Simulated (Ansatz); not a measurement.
Total density of states per atom from the program Ansatz at the r²SCAN level (PAW), in 0.25 eV bins, energy from the Fermi level:

```
E (eV) | states/eV/atom
    -7.85 | ### 0.18
    -7.60 | #### 0.26
    -7.35 | ####### 0.46
    -7.10 | ########### 0.69
    -6.85 | ############# 0.83
    -6.60 | ############# 0.84
    -6.35 | ############### 0.96
    -6.10 | ################## 1.10
    -5.85 | ################### 1.18
    -5.60 | ################ 1.00
    -5.35 | ################ 1.00
    -5.10 | ##################### 1.33
    -4.85 | ################### 1.18
    -4.60 | ################ 1.03
    -4.35 | ######################## 1.49
    -4.10 | ########################## 1.61
    -3.85 | ############################## 1.88
    -3.60 | ########################### 1.69
    -3.35 | ###################### 1.40
    -3.10 | ################### 1.17
    -2.85 | ###################### 1.41
    -2.60 | ############################# 1.80
    -2.35 | ######################## 1.48
    -2.10 | ################## 1.11
    -1.85 | ################## 1.14
    -1.60 | ####################### 1.46
    -1.35 | #################### 1.28
    -1.10 | ################## 1.11
    -0.85 | ################### 1.17
    -0.60 | ################### 1.17
    -0.35 | ################### 1.19
    -0.10 | ################ 1.01
     0.15 | ################ 0.98
     0.40 | ############## 0.90
     0.65 | ################# 1.04
     0.90 | ############## 0.90
     1.15 | ################ 0.98
     1.40 | ########## 0.64
     1.65 | ###### 0.35
     1.90 | ##### 0.34
     2.15 | ##### 0.32
     2.40 | ##### 0.30
     2.65 | ##### 0.29
     2.90 | ##### 0.28
     3.15 | #### 0.27
     3.40 | #### 0.27
     3.65 | #### 0.27
     3.90 | #### 0.26
     4.15 | #### 0.25
     4.40 | #### 0.24
     4.65 | #### 0.23
```

Task: Pick the material that matches.
(A) BePt, L1₀ or tetragonal B2
(B) CoIrPt, P3m1 (Co on 1a, Pt on 1b, Ir on 1c)
(C) Ir, fcc (Cu type)
(D) Co3C, Fm-3m (C on 4a, Co on 4b, Co on 8c)

Result: B, CoIrPt, P3m1 (Co on 1a, Pt on 1b, Ir on 1c). Within 0.5 eV of the Fermi level: Co 3d 40 %, Ir 5d 31 %, Pt 5d 23 %. Projections are on Löwdin-orthogonalised atomic valence shells; empty p or d shells of many metals are not among them.

The start of the workflow was typed in or built on a structure type; neither database checked (COD, Materials Project) lists it. Its standing as an ambient phase is unchecked. The r²SCAN relaxation kept the symmetry of its start; whether a distortion lowers the energy is not shown. Spin order of the final state: ferromagnetic, chosen from 3 collinear starts compared on coarse meshes (ties went to the first, and starts can fall back to one state), not a proven ground state. Other orbital occupations within this spin state were not tried. Spin–orbit coupling is left out wherever it is not named.

Potentials: the earlier of the program's two PAW sets.
